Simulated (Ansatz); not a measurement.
Input, command and steps of an Ansatz relaxation.

```yaml
crystal:
  lattice:
    - [4.9577, 0.0, 0.0]
    - [0.0, 4.9577, 0.0]
    - [0.0, 0.0, 3.3879]
  atoms:
    - { symbol: Pb, position: [0.0, 0.0, 0.0] }
    - { symbol: Pb, position: [0.5, 0.5, 0.5] }
    - { symbol: O, position: [0.3072, 0.3072, 0.0] }
    - { symbol: O, position: [0.1928, 0.8072, 0.5] }
    - { symbol: O, position: [0.6928, 0.6928, 0.0] }
    - { symbol: O, position: [0.8072, 0.1928, 0.5] }
basis:
  ecutwfc: 420
kpoints:
  mp_grid: { grid: [6, 6, 10] }
hamiltonian:
  xc: pbe
  dispersion: d3bj
scf:
  occupations: { method: gaussian, width: 0.01 }
output:
  forces: true
  stress: true
  eigenvalues: true
  write_density: true
  write_potential: true
  elf: true
  volumetric_format: npy
relax:
  adjacent_minimum: "off"
  f_tol: 0.02
  max_steps: 70
  cell: { stress_tol: 0.1 }
```

```bash
ansatz run input.yaml --threads 2 --pin off --max-ram 5120MiB --backend cpu --events-out ev --progress --plain --runs-dir out
```

All numbers below come from DFT PBE+D3(BJ), scalar-relativistic, plane waves, PAW in Ansatz 0.2.0.

Of 6 frames 6 are shown, positions in Å and forces in eV/Å; the SCF threshold varies from step to step. Steps run on the plane waves of an earlier cell, with a Pulay correction in the pressure. The basis is chosen afresh for the last frame, the zero of the energies, and can be on the way; energy and pressure step there, also at an unchanged geometry. Here that happened at step 4 (-3 meV/atom, 0.3 GPa); the frames before carry an error of that size.

```xyz
6
Lattice="4.9577 0.0000 0.0000 0.0000 4.9577 0.0000 0.0000 0.0000 3.3879" Properties=species:S:1:pos:R:3:forces:R:3 pbc="T T T" step=1 free_energy_over_end_meV_per_atom=11.91 pressure_GPa=6.31
Pb    0.0000    0.0000    0.0000    0.0000    0.0000    0.0000
Pb    2.4788    2.4788    1.6940    0.0000    0.0000    0.0000
O     1.5230    1.5230    0.0000   -0.0440   -0.0440    0.0000
O     0.9558    4.0019    1.6940    0.0440   -0.0440    0.0000
O     3.4347    3.4347    0.0000    0.0440    0.0440    0.0000
O     4.0019    0.9558    1.6940   -0.0440    0.0440    0.0000
6
Lattice="5.0262 0.0000 0.0000 0.0000 5.0262 0.0000 0.0000 0.0000 3.4474" Properties=species:S:1:pos:R:3:forces:R:3 pbc="T T T" step=2 free_energy_over_end_meV_per_atom=2.97 pressure_GPa=-0.46
Pb    0.0000    0.0000    0.0000    0.0000    0.0000    0.0000
Pb    2.5131    2.5131    1.7237    0.0000    0.0000    0.0000
O     1.5462    1.5462    0.0000   -0.0070   -0.0070    0.0000
O     0.9669    4.0593    1.7237    0.0070   -0.0070    0.0000
O     3.4800    3.4800    0.0000    0.0070    0.0070    0.0000
O     4.0593    0.9669    1.7237   -0.0070    0.0070    0.0000
6
Lattice="5.0242 0.0000 0.0000 0.0000 5.0242 0.0000 0.0000 0.0000 3.4400" Properties=species:S:1:pos:R:3:forces:R:3 pbc="T T T" step=3 free_energy_over_end_meV_per_atom=2.74 pressure_GPa=-0.04
Pb    0.0000    0.0000    0.0000    0.0000    0.0000    0.0000
Pb    2.5121    2.5121    1.7200    0.0000    0.0000    0.0000
O     1.5443    1.5443    0.0000    0.0060    0.0060    0.0000
O     0.9678    4.0564    1.7200   -0.0060    0.0060    0.0000
O     3.4799    3.4799    0.0000   -0.0060   -0.0060    0.0000
O     4.0564    0.9678    1.7200    0.0060   -0.0060    0.0000
6
Lattice="5.0242 0.0000 0.0000 0.0000 5.0242 0.0000 0.0000 0.0000 3.4400" Properties=species:S:1:pos:R:3:forces:R:3 pbc="T T T" step=4 free_energy_over_end_meV_per_atom=0.02 pressure_GPa=0.29
Pb    0.0000    0.0000    0.0000    0.0000    0.0000    0.0000
Pb    2.5121    2.5121    1.7200    0.0000    0.0000    0.0000
O     1.5443    1.5443    0.0000    0.0060    0.0060    0.0000
O     0.9678    4.0564    1.7200   -0.0060    0.0060    0.0000
O     3.4799    3.4799    0.0000   -0.0060   -0.0060    0.0000
O     4.0564    0.9678    1.7200    0.0060   -0.0060    0.0000
6
Lattice="5.0283 0.0000 0.0000 0.0000 5.0283 0.0000 0.0000 0.0000 3.4421" Properties=species:S:1:pos:R:3:forces:R:3 pbc="T T T" step=5 free_energy_over_end_meV_per_atom=0.10 pressure_GPa=0.00
Pb    0.0000    0.0000    0.0000    0.0000    0.0000    0.0000
Pb    2.5141    2.5141    1.7211    0.0000    0.0000    0.0000
O     1.5457    1.5457    0.0000    0.0060    0.0060    0.0000
O     0.9684    4.0599    1.7211   -0.0060    0.0060    0.0000
O     3.4825    3.4825    0.0000   -0.0060   -0.0060    0.0000
O     4.0599    0.9684    1.7211    0.0060   -0.0060    0.0000
6
Lattice="5.0283 0.0000 0.0000 0.0000 5.0283 0.0000 0.0000 0.0000 3.4421" Properties=species:S:1:pos:R:3:forces:R:3 pbc="T T T" step=6 free_energy_over_end_meV_per_atom=0.00 pressure_GPa=0.01
Pb    0.0000    0.0000    0.0000    0.0000    0.0000    0.0000
Pb    2.5141    2.5141    1.7211    0.0000    0.0000    0.0000
O     1.5457    1.5457    0.0000    0.0060    0.0060    0.0000
O     0.9684    4.0599    1.7211   -0.0060    0.0060    0.0000
O     3.4825    3.4825    0.0000   -0.0060   -0.0060    0.0000
O     4.0599    0.9684    1.7211    0.0060   -0.0060    0.0000
```

The run took 27 s on 2 threads of Arm Neoverse V2 (shared host), peak memory 0.44 GiB.

Spin–orbit coupling is left out, which can shift energies with elements as heavy as these.